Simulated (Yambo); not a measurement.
Yambo run on SnO2 (rutile, space group P4_2/mnm, No. 136). The wavefunctions are norm-conserving PBE (stringent potentials; Quantum ESPRESSO, 102 Ry, scalar-relativistic) ones on a 2×2×4 mesh (34 occupied bands); a = 4.766 Å, b = 4.766 Å, c = 3.212 Å, α = 90.00°, β = 90.00°, γ = 90.00°.

Yambo input:

```
rim_cut
gw0
dyson
el_el_corr
HF_and_locXC
ppa
em1d
RandQpts= 1000000
RandGvec= 1 Ry
EXXRLvcs= 102 Ry
VXCRLvcs= 408 Ry
Chimod= "HARTREE"
% BndsRnXp
 9 | 220 |
%
NGsBlkXp= 12 Ry
% LongDrXp
 1.0 | 1.0 | 1.0 |
%
PPAPntXp= 27.2114 eV
% GbndRnge
 1 | 127 |
%
GTermKind= "BG"
DysSolver= "n"
ExtendOut
% QPkrange
 1 | 1 | 34 | 35 |
%
```

k points by index: 1 = Γ.

Table of the .qp output:

```
#    K-point    Band    Eo [eV]    E [eV]    E-Eo [eV]    Vxc [eV]    Vnlxc [eV]    Sc|Eo [eV]    Sc|E [eV]    dSc/dw|Eo [eV]    Re(Z)    Im(Z)
#
    1    34    0.000000    -0.729753    -0.729753    -20.31517    -26.18598    4.936030    5.141059    -7.643875    0.780695    -0.001233
    1    35    1.030675    1.683992    0.653317    -16.44114    -12.38740    -3.268224    -3.400415    -5.505395    0.831725    -0.885512E-3
```
(The two width columns are left out.) Convergence of these settings isn't established.

Spin-orbit coupling is not included.

Geometry relaxed with PBEsol.
